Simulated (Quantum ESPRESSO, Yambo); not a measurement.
At a photon energy of 6.88 eV, RPA with local fields on PBEsol bands shifted by a G0W0 scissor of 2.02 eV (Quantum ESPRESSO and Yambo; 2×4×2 mesh, 185 bands, 3 Ry local-field block, 0.2 eV broadening) gives ε = 5.46 + 2.07i for SrCaI4 (space group P2/m, No. 10), field along x. Axes are Cartesian, with cell vectors (Å) (6.91, 0.00, 0.00), (0.00, 4.57, 0.00), (-0.03, 0.00, 7.95).

### Question
Work out n, κ, the normal-incidence reflectivity, the absorption coefficient and the penetration depth.

### Answer
|ε| = 5.84; n = √((|ε| + ε1)/2) = 2.38, κ = √((|ε| − ε1)/2) = 0.44. R = ((n − 1)² + κ²)/((n + 1)² + κ²) = 0.18. α = 2Eκ/(ħc) with ħc = 197.327 eV nm: 0.0304 per nm = 3.0 × 10⁵ per cm, a 1/e depth of 33 nm. The computed direct gap is 5.40 eV, and the energy scale of the real crystal may differ from it. Excitonic effects are left out, and values at one energy depend on mesh and broadening. The scissor comes from a G0W0 run whose convergence isn't established. Convergence of the RPA response with its 2×4×2 mesh was not tested.

Spin-orbit coupling is not included.

Geometry relaxed with PBE+D3(BJ); primitive cell a = 6.909 Å, b = 4.568 Å, c = 7.947 Å, α = 90.00°, β = 90.16°, γ = 90.00°.

The structure is a Materials Project entry; no match was found in the copy of COD used, and its stability was not checked.
